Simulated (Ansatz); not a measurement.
Here is the system:

InHO2:
```xyz
8
Lattice="4.5195 0.0000 0.0000 0.0000 5.2724 0.0000 0.0000 0.0000 3.2857" Properties=species:S:1:pos:R:3 pbc="T T T"
In     2.2598     2.6362     1.6429
In     0.0000     0.0000     0.0000
H      2.2598     0.0000     1.6429
H      0.0000     2.6362     0.0000
O      1.2639     4.5831     1.6429
O      3.2557     0.6892     1.6429
O      3.5236     3.3254     0.0000
O      0.9959     1.9470     0.0000
```

This is the r²SCAN-relaxed structure. Cartesian axes are those of the cell as given.

Q: All from the program Ansatz at the r²SCAN level (PAW), unless another level is named. Give the formation energy from the elements (no fitted shifts).

A: -148 kJ/mol of atoms.

Q: Next, the hole effective mass with spin–orbit coupling?

A: 1.2 along x, 1.4 along z (mₑ).

Q: Predict the electron effective mass.

A: 0.26 mₑ (isotropic).

Q: Next, the weight of the conduction-edge state by species (Voronoi cells)?

A: O 46 %, In 40 %, H 14 %.

Q: What about the weight of the valence-edge state by species (Voronoi cells)?

A: O 89 %, In 7 %, H 4 %.

Q: What about the valence-band maximum?

A: at Γ.

Space group Pnnm. The first step of the workflow began from a Materials Project structure, measured or hypothetical; the Crystallography Open Database copy checked does not list it. COD files the formula under space group No. 31, so this cell is another polymorph or a model. Whether it is the stable phase at ambient conditions was not checked. The r²SCAN relaxation kept the symmetry of its start; whether a distortion lowers the energy is not shown. The references are the lowest solids computed at this level, not always the standard phases (solids in place of the gases). Scalar-relativistic: spin–orbit coupling is off unless named, which matters more the heavier the elements.

Potentials: the later of the program's two PAW sets.

Edges and masses are those of Kohn–Sham bands, whose gap is no quasiparticle gap.
